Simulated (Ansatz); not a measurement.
A distorted cell of PbS (rock salt):

```
CELL_PARAMETERS angstrom
      0.00000     2.95876     2.95876
      2.95876     0.00000     2.95876
      2.95876     2.95876     0.00000
ATOMIC_POSITIONS crystal
  S  0.00000 0.00000 0.00000
  Pb 0.50000 0.50000 0.50000
```

These are PBE (plane waves to 420 eV, PAW, scalar-relativistic; Ansatz, an electronic-structure program) values and carry that method's errors. k mesh 10×10×10 (Γ-centred), Fermi-Dirac smearing 0.05 eV. The energy includes the smearing's −TS. Stress and pressure are positive under compression. PbS was relaxed with its symmetry unable to fall. Spin-orbit coupling is left out, though Pb is heavy. The PAW data are Ansatz's earlier set.

What is the stress tensor (GPa)?


```
   2.69     0.00     0.00
   0.00     2.69     0.00
   0.00     0.00     2.69
```
The pressure, a third of the trace, is 2.69 GPa.

It is the relaxed cell scaled evenly to V/V₀ = 0.955, atoms relaxed where free. What is its energy relative to the relaxed cell?

9.8 meV/atom.

(Under strain, the slope of the energy per volume gives the stress and its curvature an elastic modulus.)
